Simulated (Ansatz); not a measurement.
## What DFT gives for YbZnSn

```
Yb Zn Sn
1.0
     2.32044    4.01913    0.00000
    -2.32044    4.01913    0.00000
     0.00000    0.00000    7.46296
Yb Zn Sn
2 2 2
Direct
  0.00000 0.00000 0.25000
  0.00000 0.00000 0.75000
  0.33330 0.33340 0.06190
  0.66660 0.66670 0.56190
  0.33330 0.33340 0.47780
  0.66660 0.66670 0.97780
```

The numbers come from plane-wave PAW DFT (Ansatz): r2SCAN, no spin polarisation, 500 eV, 6×6×3 Γ-centred k points, fermi-dirac occupations (width 0.1 eV). Nothing was relaxed.

Question: What do density and ELF say about some of the short contacts?

Answer: Zn–Sn at 2.75 Å: least valence density 0.29 e/Å³ and ELF 0.49 there. Yb–Zn at 3.02 Å: least valence density 0.14 e/Å³ and ELF 0.12 there. Yb–Sn at 3.17 Å: least valence density 0.15 e/Å³ and ELF 0.18 there. These are pseudo-fields; inside the PAW spheres they differ from the all-electron ones.

Question: Are the atoms at rest?

Answer: Nearly at rest: the largest force is 0.033 eV/Å.

Question: What happens at the Fermi level?

Answer: It is a metal, with about 1.2 states/eV a cell as the mean within 0.25 eV of the Fermi level, mostly Yb f (41 %), Yb d (29 %) and Sn p (15 %).

Question: What is the formation energy?

Answer: -0.61 eV an atom against the elements' usual phases (free molecules for gases, crystals otherwise, with no correction for O₂ or N₂), so it is bound against them; other compounds may still compete. Relaxing would lower it.

Origin: a database entry at a rescaled volume. Caveats: no spin polarisation, so a magnetic state may lie lower; f levels without a U or exact exchange are poorly placed.
